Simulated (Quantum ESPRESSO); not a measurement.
# Computed records: Y₂MgF₈ (made-up cell, one site empty)

All values are calculated (Quantum ESPRESSO 7.5). Calculation on a made-up crystal cell, not a measurement, with one named mistake planted (healthy values lack it): periodic Kohn-Sham density functional theory in plane waves with PseudoDojo standard norm-conserving scalar-relativistic pseudopotentials, each functional with its own files (v0.5 for PBE, v0.4.1 for LDA and PBEsol), no spin polarisation, no spin-orbit coupling, atoms not relaxed, stress positive in tension, energies less a fixed whole-eV offset for each atom's element; levels are Kohn-Sham levels at fractions of this cell's reciprocal vectors, counted from the reference band (half the neutral cell's valence electrons, rounded up) at Gamma; error bars cover cutoff and k-mesh only, not smearing or the files; each bar is the largest change over components, and at least 0.002 eV, 0.002 eV per angstrom or 0.02 GPa; a charged cell sits in a uniform background, with energy and stress on this program's zero of potential; no dispersion term; energies are for the whole cell, and the offsets were chosen from early runs and are not element reference energies; a distance is the largest change of any value in units of its error bar (the energy's for the smearing term), a scale change is of lengths, and a coarse mesh keeps the half-step shift; machines and their load varied, so run times do not measure scaling.

```json
{"formula": "Y2MgF8", "kind": "made-up cell, one site empty", "intended_structure": {"cell_angstrom": [[5.2081, 0.0, 0.0], [0.0, 5.2081, 0.0], [0.0, 0.0, 5.2081]], "atoms_fractional": [["Y", -0.00108, -0.0076, -0.01586], ["Mg", -0.00551, 0.47257, 0.48935], ["Y", 0.49029, 0.49177, 0.01695], ["F", 0.2565, 0.25958, 0.23999], ["F", 0.25241, 0.25113, 0.73537], ["F", 0.25631, 0.7338, 0.23801], ["F", 0.2456, 0.73991, 0.7805], ["F", 0.75707, 0.24984, 0.24038], ["F", 0.72161, 0.25293, 0.753], ["F", 0.75957, 0.76358, 0.23394], ["F", 0.7386, 0.75744, 0.75244]]}, "given": {"lattice_type": "fluorite", "empty_site": 3, "intended_functional": "pbe", "intended_cutoff [eV]": 1143, "intended_fermi_dirac_smearing [eV]": 0.025, "intended_scf_tolerance [eV]": 1e-07, "intended_electrons_removed": 0, "healthy_free_energy_less_offsets [eV]": 2.525, "healthy_scf_iterations": 11, "healthy_smearing_term_minus_ts [eV]": 0.0, "healthy_pressure [GPa]": 7.66, "healthy_stress_xx [GPa]": -7.48, "healthy_stress_yy [GPa]": -8.69, "healthy_stress_zz [GPa]": -6.8, "healthy_stress_yz [GPa]": -0.43, "healthy_stress_xz [GPa]": 2.58, "healthy_stress_xy [GPa]": 1.03, "healthy_reference_band": 44, "fault_kind": "atoms exchanged", "fault_first_exchanged_site": 1, "fault_second_exchanged_site": 2, "faulty_run_command": "mpirun -np 4 pw.x -nk 4 -in in", "faulty_run_processor": "Intel Xeon, 2023 or later, virtual cores", "intended_k_mesh": "4 x 4 x 4, shifted by half a step", "structure_shown": "as intended, without the mistake", "atom_site": [1, 2, 4, 5, 6, 7, 8, 9, 10, 11, 12], "atom_energy_offset [eV]": [-1098, -1617, -1098, -677, -677, -677, -677, -677, -677, -677, -677], "healthy_force_site": [1, 2, 4, 5, 6, 7, 8, 9, 10, 11, 12], "healthy_force_x [eV/angstrom]": [-0.281, -0.057, 1.587, -1.529, -1.345, -1.327, -0.481, 0.903, 1.61, 0.254, 0.666], "healthy_force_y [eV/angstrom]": [0.524, 0.196, 0.671, -0.855, 0.4, 0.591, -0.503, 0.67, 0.269, -1.156, -0.806], "healthy_force_z [eV/angstrom]": [-0.035, 0.242, -1.542, 0.696, 0.001, 1.448, -1.4, 0.673, -0.362, 0.66, -0.382], "healthy_level_k_point": ["Gamma", "(1/2,1/2,1/2)", "(0.15,0,0)", "(0,0.15,0)", "(0,0,0.15)"], "healthy_next_band_up [eV]": [6.298, 7.864, 6.488, 6.483, 6.505]}, "results": {"faulty_free_energy_less_offsets [eV]": 2.51, "faulty_scf_iterations": 11, "faulty_smearing_term_minus_ts [eV]": 0.0, "faulty_pressure [GPa]": 6.504, "faulty_stress_xx [GPa]": -6.704, "faulty_stress_yy [GPa]": -3.918, "faulty_stress_zz [GPa]": -8.892, "faulty_stress_yz [GPa]": -0.04178, "faulty_stress_xz [GPa]": 0.5864, "faulty_stress_xy [GPa]": 1.159, "faulty_force_site": [1, 2, 4, 5, 6, 7, 8, 9, 10, 11, 12], "faulty_force_x [eV/angstrom]": [-0.341, -0.3379, 1.6, -1.257, -1.119, -1.287, -1.215, 0.5965, 1.578, 0.7298, 1.053], "faulty_force_y [eV/angstrom]": [-0.6543, 1.95, 1.249, -1.578, -0.3911, 0.7975, 0.2021, -0.3799, -0.07778, -0.6011, -0.5168], "faulty_force_z [eV/angstrom]": [-0.2375, 1.301, -1.988, 0.1095, 0.6985, 1.187, -0.6592, -0.3196, -0.067, -0.02569, 0.000749], "faulty_reference_band": 44, "faulty_level_k_point": ["Gamma", "(1/2,1/2,1/2)", "(0.15,0,0)", "(0,0.15,0)", "(0,0,0.15)"], "faulty_next_band_up [eV]": [6.03, 7.347, 6.207, 6.209, 6.197], "other_mistakes_compared": 7, "distance_from_healthy [error bars]": 876.9, "distance_from_nearest_other_mistake [error bars]": 876.1, "healthy_error_bar_energy [eV]": 0.003873, "healthy_error_bar_stress [GPa]": 0.02, "healthy_error_bar_force [eV/angstrom]": 0.002, "healthy_error_bar_next_band_up [eV]": 0.002, "faulty_wall_time_of_scf_and_band_steps_on_a_shared_machine [s]": 93.6}}
```
